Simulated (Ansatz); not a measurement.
Data:

GaN:
```xyz
4
Lattice="3.1516 0.0000 0.0000 -1.5758 2.7294 0.0000 0.0000 0.0000 5.1382" Properties=species:S:1:pos:R:3 pbc="T T T"
Ga     1.5758     0.9098     2.5655
Ga     0.0000     1.8196     5.1346
N      1.5758     0.9098     4.4995
N      0.0000     1.8196     1.9304
```

This is the LDA-relaxed structure. Tensor components refer to the Cartesian frame of this cell.

### Question
All from plane-wave PAW LDA (Ansatz code), unless another level is named. Predict the electron effective mass.

### Answer
0.18, 0.20, 0.20 mₑ (principal values).

### Question
What about the hole effective mass, band 2 of 2 at the edge?

### Answer
0.19 along x (mₑ).

### Question
And the formation energy from the elements (no fitted shifts)?

### Answer
-733 meV/atom.

### Question
What about the hole effective mass, band 1 of 2 at the edge?

### Answer
2.2 along x (mₑ).

### Question
Next, the weight of the conduction-edge state by species (Voronoi cells)?

### Answer
N 54 %, Ga 46 %.

### Question
Next, the valence-band maximum?

### Answer
at Γ.

Space group P6_3mc (wurtzite). Symmetry was held in the LDA relaxation; phonons on a q-mesh show no instability. The references are the lowest solids computed at this level, not always the standard phases (solids in place of the gases). Scalar-relativistic: spin–orbit coupling is off unless named, which matters more the heavier the elements.

Potentials: the earlier of the program's two PAW sets.

Edges and masses are those of Kohn–Sham bands, whose gap is no quasiparticle gap.
